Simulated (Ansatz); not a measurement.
## How much do the gradients of MgTiInS4 depend on the method?

Cell: a Materials Project structure (computed, not necessarily an observed phase).

```cif
data_MgTiInS4
_symmetry_space_group_name_H-M 'Imma'
_symmetry_Int_Tables_number 74
_cell_length_a 7.3642
_cell_length_b 7.6226
_cell_length_c 10.8066
_cell_angle_alpha 90.000
_cell_angle_beta 90.000
_cell_angle_gamma 90.000
loop_
_atom_site_label
_atom_site_type_symbol
_atom_site_symmetry_multiplicity
_atom_site_Wyckoff_symbol
_atom_site_fract_x
_atom_site_fract_y
_atom_site_fract_z
Mg Mg 4 e 0.5000 0.7500 0.8736
Ti Ti 4 d 0.2500 0.7500 0.2500
In In 4 a 0.0000 0.5000 0.0000
S7 S 8 h 0.0000 0.9765 0.2480
S8 S 8 i 0.2440 0.2500 0.9803
```

One atom of each set is listed; the run and its k-mesh use a cell of 14 atoms with edges of 7.57, 7.57, 7.57 Å.

First run. Level of theory: DFT, PBE, plane waves and PAW, scalar-relativistic, collinear spin, 420 eV cutoff, Γ-centred 6×6×6 k-points, Fermi–Dirac smearing 0.05 eV (Ansatz 0.2.0). Start moments as typed (μB): 1 on each Ti, none on the rest.

```tsv
site	V_zz (10²¹ V/m²)	η	m (μB)
Mg	0.40	0.17	0.01
Ti	-1.54	0.07	0.66
In	3.31	0.48	0.04
S7	-1.84	0.58	-0.01
S8	-2.55	0.66	0.00
```

Second run. The same atoms and settings, except that the functional is r2SCAN and the cutoff is 500 eV.

**Question.** Given the first result, estimate the second.

**Answer.** 

```csv
site,V_zz,η,change of V_zz,m (μB)
Mg,0.38,0.20,-0.02,0.01
Ti,4.94,0.96,–,0.77
In,3.38,0.51,+0.07,0.02
S7,1.42,0.91,–,-0.02
S8,2.78,0.92,–,0.00
```

The largest change of V_zz along a kept axis is on In, from 3.31 to 3.38. The whole tensor moves most on Ti, by 4.23 along its most changed direction. In per cent, |V_zz| changes by +2 on In (all sites that start above 2, bar those whose gradient vanishes or changes sign or whose main axis turns by over 40°). On S8, S7, Ti the largest principal value lies along another axis in the second run, so the two V_zz can't be compared directly. The absolute magnetisation of the cell goes from 2.1 to 2.3 μB.

With no gap above 0.1 eV, as in a metal, the gradients converge slowly in k; expect changes of a tenth or more on a denser mesh. Without spin–orbit coupling (the program notes it for In) the gradients can shift somewhat, as the gap is small. Semilocal functionals can leave a metal where correlation in the d or f shell opens a gap in the real compound, and that would change the values at and beside Ti. All moments are parallel here, as the start or the cell imposes; many such compounds order antiparallel, where fields and spin densities carried over to other atoms largely cancel. The magnetic order is the one that the run reached from its start moments, not necessarily the measured one (the real compound may not order at all).
For the second run: The largest force is 0.3 eV/Å, so the atoms aren't at the calculated equilibrium and relaxing them would move these values. The program didn't check the stability of this electronic state in full, so a lower one may lie near.
